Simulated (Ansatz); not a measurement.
Every step of a relaxation of Sn (bcc type)

DFT, LDA, PAW with Ansatz's default frozen-core files, scalar-relativistic (Ansatz 0.2.0); a Γ-centred 18×18×18 k mesh, Fermi–Dirac smearing of 0.05 eV, no spin polarisation. The run relaxes cell and atoms at a target pressure of 0 GPa.

Command: `ansatz run input.yaml --threads 1 --pin off --max-ram 3584MiB --backend cpu --events-out ev --progress --plain --runs-dir out` It took 13 s on 1 thread of Intel(R) Xeon(R) Platinum 8375C CPU @ 2.90GHz (Ice Lake), on a shared host, peak memory 0.42 GiB.

PAW: frozen-core files, cutoff 420 eV; forces are relaxed below 0.005 eV/Å.

Each step lists its free energy a cell above the last geometry, the pressure, the cell vectors (Å), and Cartesian positions (Å) with forces (eV/Å).

The first step:

```
step 1  dF = 37.03 meV  P = -4.38 GPa
  cell -1.9129 1.9129 1.9129  1.9129 -1.9129 1.9129  1.9129 1.9129 -1.9129
  Sn 0.0000 0.0000 0.0000   0.0000 0.0000 0.0000
```

Spin–orbit coupling is left out, which matters for the heavy atoms. The PAW files were made under PBE.

The symmetry of the start is kept and no stability test is made, so the end need not be the stable phase.

**Question.** Where does the relaxation end, and by which steps?

**Answer.** After 4 geometries, with conventional a, b, c = 3.710, 3.710, 3.710 Å, at 25.537 Å³/atom (-8.79 % against the start) in space group Im-3m, with a shortest distance of 3.213 Å. The further steps:
```
step 2  dF = 0.10 meV  P = 0.30 GPa
  cell -1.8520 1.8520 1.8520  1.8520 -1.8520 1.8520  1.8520 1.8520 -1.8520
  Sn 0.0000 0.0000 0.0000   0.0000 0.0000 0.0000
step 3  dF = 0.01 meV  P = -0.05 GPa
  cell -1.8557 1.8557 1.8557  1.8557 -1.8557 1.8557  1.8557 1.8557 -1.8557
  Sn 0.0000 0.0000 0.0000   0.0000 0.0000 0.0000
step 4  dF = 0.00 meV  P = 0.00 GPa
  cell -1.8551 1.8551 1.8551  1.8551 -1.8551 1.8551  1.8551 1.8551 -1.8551
  Sn 0.0000 0.0000 0.0000   0.0000 0.0000 0.0000
step 5  dF = 0.37 meV  P = -0.01 GPa  (same geometry on a basis chosen anew; earlier energies don't compare to the last digit)
  cell -1.8551 1.8551 1.8551  1.8551 -1.8551 1.8551  1.8551 1.8551 -1.8551
  Sn 0.0000 0.0000 0.0000   0.0000 0.0000 0.0000
```
